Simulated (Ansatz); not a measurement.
ZrCu (CsCl type, space group No. 221) under volume change, r²SCAN in the plane-wave PAW code Ansatz, scaled uniformly.

```tsv
V (Å³/atom)	E − E(relaxed) (meV/atom)	P (GPa)
15.672	64.2	14.37
16.189	27.0	8.82
16.705	6.4	4.07
17.222	0.0	0.00
17.739	5.8	-3.49
18.255	22.0	-6.49
18.772	47.2	-9.06
```

Problem. What does a third-order Birch–Murnaghan fit give for V₀, B₀ and B′?

Solution. V₀ = 17.22 Å³/atom, B₀ = 125 GPa, B′ = 4.1.

Space group Pm-3m (CsCl type). The first step of the workflow began from a Materials Project structure, measured or hypothetical; the Crystallography Open Database copy checked does not list it. Whether it is the stable phase at ambient conditions was not checked. Symmetry was held in the r²SCAN relaxation; whether a distortion lowers the energy is not shown. No spin polarisation was allowed.

Potentials: the later of the program's two PAW sets.
